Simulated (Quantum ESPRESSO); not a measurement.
Kohn-Sham bands of TlBr (CsCl type)

```
CELL_PARAMETERS angstrom
      3.99991     0.00000     0.00000
      0.00000     3.99991     0.00000
      0.00000     0.00000     3.99991
ATOMIC_POSITIONS crystal
  Tl 0.00000 0.00000 0.00000
  Br 0.50000 0.50000 0.50000
```

Cell from Materials Project (mp-22875), symmetrised, no further relaxation. COD (Crystallography Open Database) has an entry of this formula and space group (matched by these alone). Method: PBEsol plane waves in Quantum ESPRESSO 7.5 (PseudoDojo norm-conserving files, 50 Ry, spinors with spin-orbit coupling), Bloch states on a 6×6×6 mesh through Γ, Wannier90 4.0.1. Density: 8×8×8 mesh, cold smearing 0.01 Ry.

Energies are relative to the valence-band maximum; weights are on the orthonormalised atomic waves of the pseudopotential files, averaged over the group. 20 electrons a cell are treated as valence.

```csv
bands,from (eV),to (eV),filling,weight on atomic waves
1–2,-13.73,-13.21,filled,(withheld)
3–6,-11.24,-11.15,filled,(withheld)
7–12,-9.13,-8.94,filled,(withheld)
13–20,-5.51,0.00,filled,(withheld)
```

### Question
Which atomic shells make up each group?

### Answer

- 1–2, weight on atomic waves: Br 4s 90 %, Tl 6p 8 %
- 3–6, weight on atomic waves: Tl 5d 100 %
- 7–12, weight on atomic waves: Tl 5d 99 %
- 13–20, weight on atomic waves: Br 4p 66 %, Tl 6s 23 %, Tl 6p 9 %

The Kohn-Sham gap over both meshes and the path is 1.21 eV.
